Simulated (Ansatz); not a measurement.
PbF2 (fluorite)

```yaml
crystal:
  lattice:
    - [0.00000, 3.00038, 3.00038]
    - [3.00038, 0.00000, 3.00038]
    - [3.00038, 3.00038, 0.00000]
  atoms:
    - { symbol: Pb, position: [0.00000, 0.00000, 0.00000] }
    - { symbol: F, position: [0.75000, 0.75000, 0.75000] }
    - { symbol: F, position: [0.25000, 0.25000, 0.25000] }
```

The slice is a {110} plane (indices of the conventional cell) through the point (0.250, 0.250, 0.250) (fractional), spanned by u = [100] and v = [1 -1 -1] in vectors of this cell: u (4.24 Å) and v (6.00 Å, at 90° to u). It covers one period; positions are fractions (u, v).

Computed with PBE (plane waves to 420 eV, PAW, scalar-relativistic; Ansatz, a program for electronic structure). k mesh 10×10×10. Inside the PAW spheres the values are not all-electron values, and peaks at nuclei hang on which shells count as valence. PbF2 was relaxed with its symmetry unable to fall. Spin-orbit coupling is left out, though Pb is heavy.

Three fields on this plane, each scaled to ten steps between its own extremes (0 low, 9 high; the total valence density on a logarithmic scale, the potential cut 8 eV below its top; x marks points blanked near nuclei; v = 0 in the bottom row):

Map A
```
|xxxxxx988766667889xxxxx|
|xxxxxx998887788899xxxxx|
|xxxxx99998888889999xxxx|
|xxxx9999999999999999xxx|
|xx89999999999999999999x|
|99999999999999999999999|
|99999999999999999999999|
|99999999999999999999999|
|99999999999999999999999|
|99999999999999999999999|
|xx99999999999999999998x|
|xxxx9999999999999999xxx|
|xxxxx99998888889999xxxx|
|xxxxxx998887788899xxxxx|
|xxxxxx988766667889xxxxx|
|xxxxxx876554455678xxxxx|
|xxxxxx764311113467xxxxx|
|xxxxxx531000000135xxxxx|
|xxxxx53000xxxx00035xxxx|
|xxxx6400xxxxxxxx0046xxx|
|xx775200xxxxxxxx002578x|
|9986400xxxxxxxxxx004689|
|9986300xxxxxxxxxx003689|
|9986300xxxxxxxxxx003689|
|9986300xxxxxxxxxx003689|
|9986400xxxxxxxxxx004689|
|xx875200xxxxxxxx002577x|
|xxxx6400xxxxxxxx0046xxx|
|xxxxx53000xxxx00035xxxx|
|xxxxxx531000000135xxxxx|
|xxxxxx764311113467xxxxx|
|xxxxxx876554455678xxxxx|
```

Map B
```
|xxxxxx610011110016xxxxx|
|xxxxxx620000000026xxxxx|
|xxxxx94100000000149xxxx|
|xxxx9631000000001369xxx|
|xx97531000000000013579x|
|44321100000000000011234|
|11000000000000000000001|
|00000000000000000000000|
|11000000000000000000001|
|44321100000000000011234|
|xx97531000000000013579x|
|xxxx9631000000001369xxx|
|xxxxx94100000000149xxxx|
|xxxxxx620000000026xxxxx|
|xxxxxx610011110016xxxxx|
|xxxxxx511123321115xxxxx|
|xxxxxx312356653213xxxxx|
|xxxxxx224678876422xxxxx|
|xxxxx32368xxxx86323xxxx|
|xxxx4236xxxxxxxx6324xxx|
|xx842258xxxxxxxx852248x|
|4421137xxxxxxxxxx731124|
|1101258xxxxxxxxxx852101|
|0001369xxxxxxxxxx963100|
|1101258xxxxxxxxxx852101|
|4421137xxxxxxxxxx731124|
|xx842258xxxxxxxx852248x|
|xxxx4236xxxxxxxx6324xxx|
|xxxxx32368xxxx86323xxxx|
|xxxxxx224678876422xxxxx|
|xxxxxx312356653213xxxxx|
|xxxxxx511123321115xxxxx|
```

Map C
```
|xxxxxx755444444557xxxxx|
|xxxxxx654333333456xxxxx|
|xxxxx76433222233467xxxx|
|xxxx7654321111234567xxx|
|xx87654321111112345678x|
|77665432110000112345667|
|55554332100000012334555|
|55544322100000012234455|
|55554332100000012334555|
|77665432110000112345667|
|xx87654321111112345678x|
|xxxx7654321111234567xxx|
|xxxxx76433222233467xxxx|
|xxxxxx654333333456xxxxx|
|xxxxxx755444444557xxxxx|
|xxxxxx765556655567xxxxx|
|xxxxxx766677776667xxxxx|
|xxxxxx777888888777xxxxx|
|xxxxx87889xxxx98878xxxx|
|xxxx8789xxxxxxxx9878xxx|
|xx877789xxxxxxxx987778x|
|7766789xxxxxxxxxx987667|
|5566789xxxxxxxxxx987665|
|5556789xxxxxxxxxx987655|
|5566789xxxxxxxxxx987665|
|7766789xxxxxxxxxx987667|
|xx877789xxxxxxxx987778x|
|xxxx8789xxxxxxxx9878xxx|
|xxxxx87889xxxx98878xxxx|
|xxxxxx777888888777xxxxx|
|xxxxxx766677776667xxxxx|
|xxxxxx765556655567xxxxx|
```

### Question
Assign the maps to these fields: electron localisation function (ELF); valence electron density; electrostatic potential energy of an electron, from the cell's mean.

### Answer
A is the electrostatic potential energy of an electron, from the cell's mean; B is the electron localisation function (ELF); C is the valence electron density.
